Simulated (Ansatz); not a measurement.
**Equation of state of Rb3Sn under PBE**

It takes space group Fm-3m (No. 225, cubic). Conventional cell: a = 9.317 Å, b = 9.317 Å, c = 9.317 Å, α = 90.00°, β = 90.00°, γ = 90.00°. Sn (site symmetry m-3m) is surrounded by 8 Rb at 4.03 Å. Rb (site symmetry m-3m) is surrounded by 8 Rb at 4.03 Å. Around Rb (site symmetry -43m) lie 4 Rb at 4.03 Å and 4 Sn at 4.03 Å.

The cell comes from a database or a generator and needn't be the stable form of this composition.

The cell was scaled at fixed shape and fractions and run with Ansatz, Ansatz PAW, cutoff 420 eV; PBE, k mesh 5 × 5 × 5 on the cell of 4 atoms, fermi-dirac occupations of 0.05 eV, no spin polarisation, no spin-orbit coupling. Energies are those that the program minimises, any entropy of the smearing included. For a metal such a mesh isn't converged to the digits shown.

```tsv
V (Å³/atom)	energy over the lowest row (meV/atom)
47.5182	4.685
48.5292	2.040
49.5402	0.520
50.5512	0.000
51.5623	?
52.5733	1.524
53.5843	3.398
```

Fit the third-order Birch-Murnaghan form, give V0, B0 and B′, and predict the energy left open.

With y = (V0/V)^(2/3), E = E0 + (9 V0 B0/16) [(y - 1)³ B′ + (y - 1)² (6 - 4y)]. Least squares through the rows shown give V0 = 50.6205 Å³/atom, E0 = -0.005 meV, B0 = 7.003 GPa (1 eV/Å³ = 160.218 GPa) and B′ = 4.73, with a largest miss of 0.003 meV. At V = 51.5623 the form with these constants gives 0.365 meV; the run gave 0.367 meV an atom.
